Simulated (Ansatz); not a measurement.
The relaxed structure here is a generated cell of Ta: the first start was made by placing the elements on the sites of a structure type, and the end was not matched to a known phase here, so it may be hypothetical. Known forms of Ta include space group No. 229.

A relaxed structure of Ta. Method: PBEsol (plane waves to 420 eV, PAW, scalar-relativistic; Ansatz, an electronic-structure program).

```cif
data_Ta
_chemical_formula_sum 'Ta1'
_space_group_name_H-M_alt 'P 1'
_space_group_IT_number 1
_cell_length_a 2.85309
_cell_length_b 2.85309
_cell_length_c 2.70416
_cell_angle_alpha 90.000
_cell_angle_beta 90.000
_cell_angle_gamma 120.000
loop_
_space_group_symop_operation_xyz
  'x, y, z'
loop_
_atom_site_label
_atom_site_type_symbol
_atom_site_fract_x
_atom_site_fract_y
_atom_site_fract_z
_atom_site_occupancy
Ta1 Ta 0.00000 0.00000 0.00000 1
```

Determine the symmetry and give the standard cell with its independent sites.

Space group P6/mmm (No. 191); a = b = 2.853 Å, c = 2.704 Å, α = β = 90.00°, γ = 120.00°

| atom | site | symmetry | x | y | z |
|---|---|---|---|---|---|
| Ta | 1a | 6/mmm | 0.0000 | 0.0000 | 0.0000 |

This is the AFLOW prototype A_hP1_191_a (A_f, as in Sn).

Give the shortest distances between elements (the closest pairs, up to four, under 3.6 Å).

Ta–Ta 2.70 Å.

The volume per atom is 19.06 Å³, the density is 15.76 g/cm³ and the band gap is zero (metallic).

No spin polarisation in the result.

The run could not lower the symmetry of its start; a shaken copy of this end point relaxes with PBEsol to Im-3m (No. 229), 0.72 eV/atom lower.
